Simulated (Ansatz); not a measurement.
Question: Each is relaxed and computed with the program Ansatz at the r²SCAN level (PAW). Which is the only metal?
A) BaGaGeH, P3m1 (Ba on 1b, Ga on 1a, Ge on 1c, H on 1a)
B) BaAlGeH, P3m1 (Ba on 1b, Al on 1a, Ge on 1c, H on 1a)
C) Ni2H, P3m1 (Ni on 1c, Ni on 1b, H on 1a)
D) PrHSe, P6_3/mmc (Pr on 2c, H on 2d, Se on 2a)

Answer: C, Ni2H, P3m1 (Ni on 1c, Ni on 1b, H on 1a). Ni2H: metal; BaGaGeH: gap 0.56 eV; BaAlGeH: gap 1.02 eV (indirect); PrHSe: gap 0.63 eV. Caveat: open 4f shells can settle in a state that is not the lowest. Spin orders computed, not proven ground states: Ni2H, P3m1 (Ni on 1c, Ni on 1b, H on 1a) ferromagnetic; PrHSe, P6_3/mmc (Pr on 2c, H on 2d, Se on 2a) ferromagnetic. Standing as an ambient phase not checked: Ni2H, P3m1 (Ni on 1c, Ni on 1b, H on 1a); BaGaGeH, P3m1 (Ba on 1b, Ga on 1a, Ge on 1c, H on 1a); BaAlGeH, P3m1 (Ba on 1b, Al on 1a, Ge on 1c, H on 1a); PrHSe, P6_3/mmc (Pr on 2c, H on 2d, Se on 2a). All cells were relaxed under the symmetry of their starts (and spin orders); stability against distortions was not tested throughout. No Hubbard U is applied. Spin–orbit coupling is left out wherever it is not named.

Potentials: the later of the program's two PAW sets.
